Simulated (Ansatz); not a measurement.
Here is an unrelaxed guess for SnGe5Se6.

```cif
data_structure
_symmetry_space_group_name_H-M 'P 1'
_symmetry_Int_Tables_number 1
_cell_length_a 4.1076
_cell_length_b 4.1076
_cell_length_c 20.1229
_cell_angle_alpha 90.000
_cell_angle_beta 90.000
_cell_angle_gamma 120.000
_cell_volume 294.03
loop_
_atom_site_label
_atom_site_type_symbol
_atom_site_fract_x
_atom_site_fract_y
_atom_site_fract_z
_atom_site_occupancy
Sn1 Sn 0.00000 0.00000 0.00000 1
Ge1 Ge 0.66667 0.33333 0.16667 1
Ge2 Ge 0.33333 0.66667 0.33333 1
Ge3 Ge 0.00000 0.00000 0.50000 1
Ge4 Ge 0.66667 0.33333 0.66667 1
Ge5 Ge 0.33333 0.66667 0.83333 1
Se1 Se 0.33333 0.66667 0.08333 1
Se2 Se 0.00000 0.00000 0.25000 1
Se3 Se 0.66667 0.33333 0.41667 1
Se4 Se 0.33333 0.66667 0.58333 1
Se5 Se 0.00000 0.00000 0.75000 1
Se6 Se 0.66667 0.33333 0.91667 1
```

Method: Ansatz 0.2.0, DFT PBE, scalar-relativistic, plane waves, PAW. Settings: cutoff 420 eV, Γ-centred mesh 6×6×1 on the computed 12-atom cell, Gaussian smearing of 0.10 eV; no spin polarisation.

Formation energies are uncorrected and refer to the elements' standard structures at the same level. The references include grey tin.

Question: How far from equilibrium is it?

Answer: The pressure is -1.9 GPa (the mean over three directions, positive in compression), the largest force is 0.72 eV/Å, and the energy is −0.22 eV/atom against the elements. The shortest distance is 2.90 Å.

Question: How much does it gain on relaxing, and where does it end?

Answer: Relaxing gains under 0.03 eV/atom in 9 ionic steps and ends at −0.245 eV/atom on the finer mesh. The symmetry stays P-3m1 (No. 164). The volume per atom shrinks by 4.1 %, from 24.5 to 23.5 Å³. The shortest distance goes from 2.90 Å (Ge–Se and Sn–Se) to 2.84 Å (Ge–Se). Conventional cell: a = 4.046 Å, c = 19.897 Å. Around Sn lie 6 Se at 2.99 Å; Ge on a site of symmetry 3m has 6 Se at 2.84 Å; around Se on its first site lie 3 Ge at 2.84 Å and 3 Sn at 2.99 Å; 4 more sites not described.

The last run used a 12×12×2 mesh (in the run's order of axes) for its 12-atom cell and Gaussian smearing of 0.01 eV. The reference form of Se is held partly by dispersion forces, which this level lacks. The relaxation can't lower the symmetry of the start. A structure relaxed within its symmetry needn't be a true minimum.
